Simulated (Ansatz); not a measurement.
Given:

CdHgTe2:
```
CELL_PARAMETERS angstrom
      2.29943     1.32758     7.49492
     -2.29943     1.32758     7.49492
      0.00000    -2.65515     7.49492
ATOMIC_POSITIONS crystal
  Cd 0.99973 0.99973 0.99973
  Hg 0.49998 0.49998 0.49998
  Te 0.12488 0.12488 0.12488
  Te 0.62542 0.62542 0.62542
```

This is the PBEsol-relaxed structure.

Task: All from DFT-PBEsol in the program Ansatz with PAW potentials, unless another level is named. Predict the electronic character.

Result: no gap, with almost no states at the Fermi level (zero-gap or semimetallic).

Task: Next, the HSE06 gap on the PBEsol cell?

Result: 0.62 eV (a hybrid on a coarse mesh can open a false gap in a semimetal).

Task: Predict the formation energy from the elements (no fitted shifts).

Result: -0.26 eV/atom.

Space group R3m. The workflow started from a Materials Project entry (that database holds measured and hypothetical structures alike); the Crystallography Open Database copy checked does not list it. With Cd and Hg taken as one species the cell has the higher symmetry F-43m, so it may be an ordered model of a mixed-site phase. Whether it is the stable phase at ambient conditions was not checked. The cell was relaxed with PBEsol under the symmetry of its start; whether a distortion lowers the energy is not shown. The references are the lowest solids computed at this level, not always the standard phases. Scalar-relativistic: spin–orbit coupling is off unless named, which matters more the heavier the elements.

Potentials: the later of the program's two PAW sets.
